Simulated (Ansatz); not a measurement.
Values for one crystal, relaxed and computed with the program Ansatz at the PBEsol level (PAW); other levels are named.

* **Volume per atom**: 17.71 Å³
* **Electronic character**: metallic (no gap)
* **Formation energy from the elements (no fitted shifts)**: -0.59 eV/atom
* **Pressure derivative B′**: 4.4
* **Bulk modulus (Birch–Murnaghan fit)**: 137 GPa
* **Density of states at the Fermi level**: 0.08 states/eV per atom (mean over ±0.08 eV)

Task: Pick the material that matches.
(A) NbP, CsCl type
(B) Nb4AlC3, P6_3/mmc (Pearson symbol hP16)
(C) NbAs2, C2/m (Nb on 4i, As on 4i, As on 4i)
(D) LaAs, rock salt

Result: C, NbAs2, C2/m (Nb on 4i, As on 4i, As on 4i)

The first step of the workflow began from a Materials Project structure, measured or hypothetical; the Crystallography Open Database files this formula in space group No. 12, but the cells were not matched. Its standing as an ambient phase is unchecked. The PBEsol relaxation kept the symmetry of its start; whether a distortion lowers the energy is not shown. The run is not spin-polarised. The references are the lowest solids computed at this level, not always the standard phases. Spin–orbit coupling is left out wherever it is not named.

Potentials: the later of the program's two PAW sets.
